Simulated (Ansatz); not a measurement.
MoS$_{2}$ (2H-MoS2 type, space group P6_3/mmc)

```xyz
6
Lattice="3.1494 0.0000 0.0000 -1.5747 2.7274 0.0000 0.0000 0.0000 12.0903" Properties=species:S:1:pos:R:3 pbc="T T T"
Mo     0.0000     1.8183     3.0226
Mo     1.5747     0.9091     9.0677
S      0.0000     1.8183     7.5019
S      1.5747     0.9091     1.4568
S      1.5747     0.9091     4.5884
S      0.0000     1.8183    10.6335
```

Scan: atom 6 (S, nearest neighbour Mo at 2.400 Å; its periodic images, 3.1 Å or more away, move with it) is displaced along Cartesian z, direction (0.000, 0.000, 1.000) in Cartesian axes, by s. The other atoms stay.

All values below come from PBE-D3(BJ) (plane waves to 420 eV, PAW, scalar-relativistic; Ansatz, a first-principles code). k mesh 10×10×3 (Γ-centred), Fermi-Dirac smearing 0.05 eV. As the smearing reaches across the gap at some points, energies and forces of such displacements shift with the k mesh and the smearing. F∥ is the force on the atom along that direction. MoS2 is run without spin polarisation. MoS2 was relaxed with its symmetry unable to fall. 

```
s (Å)   F∥ (eV/Å)
------  ---------
-0.720     14.041
-0.576     12.195
-0.432      9.446
-0.288      6.513
-0.144      2.937
0.000       0.000
0.144      -2.125
0.288      -3.523
0.432      -4.318
0.576      -4.641
0.720      -4.610
```

Task: What is the force constant k = d²E/ds² of this move at s = 0?

Result: 17.6 eV/Å². The forces along the line at the two nearest points give (2.937 − (-2.125)) / (2·0.144) = 17.58 eV/Å²; the next pair corrects for the finite step.

(A displaced cell: forces are minus the slopes of the energy, force constants its curvatures, and phonons follow from these.)
